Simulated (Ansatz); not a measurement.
A scan (energy over volume and axial ratio; atoms clamped) gave these values. Computed with PBE (plane waves to 420 eV, PAW, scalar-relativistic; Ansatz, a quantum-chemistry and plane-wave program).

| Item | Result |
|---|---|
| Shear modulus C′ = (C11 − C12)/2 (fit, atoms clamped) | 21 GPa |

### Question
Of these crystals, all scanned alike, which one is it?
A) KTaO₃ (cubic perovskite)
B) CdSe (zinc blende)
C) ZnS (zinc blende)

### Answer
C, ZnS (zinc blende). The others have, for the shear modulus C′ = (C11 − C12)/2: CdSe 9 GPa, KTaO3 170 GPa

All were relaxed with their symmetry unable to fall. KTaO3 is run without spin polarisation. Spin-orbit coupling is left out.

(A scan under strain: stresses follow from slopes of the energy per volume, elastic moduli from its curvatures.)
